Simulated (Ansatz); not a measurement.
FeO:
```
FeO
1.0
    0.00000     2.13201     2.13201
    2.13201     0.00000     2.13201
    2.13201     2.13201     0.00000
Fe O
1 1
Direct
  0.00000   0.00000   0.00000
  0.50000   0.50000   0.50000
```
The run is spin-polarised; directions of the spins, atom by atom: ↑ ↑.

Relaxed with r²SCAN.

**Question.** Give the Bader charges and basin volumes of the independent atoms, r²SCAN (plane waves, PAW; program Ansatz).

**Answer.** 

| atom | Bader charge (e) | Bader volume (Å³) |
|---|---|---|
| Fe1 | +1.42 | 8.7 |
| O2 | -1.42 | 10.7 |

Space group Fm-3m (rock salt). The r²SCAN relaxation kept the symmetry of its start. Magnetic state: ferromagnetic, the only order run, not a proven ground state. The cell computed holds one magnetic atom, so no antiferromagnetic order was within reach. Textbook magnetic order: antiferromagnetic. Other orbital occupations within this spin state were not tried. No Hubbard U is applied.

Potentials: the later of the program's two PAW sets.
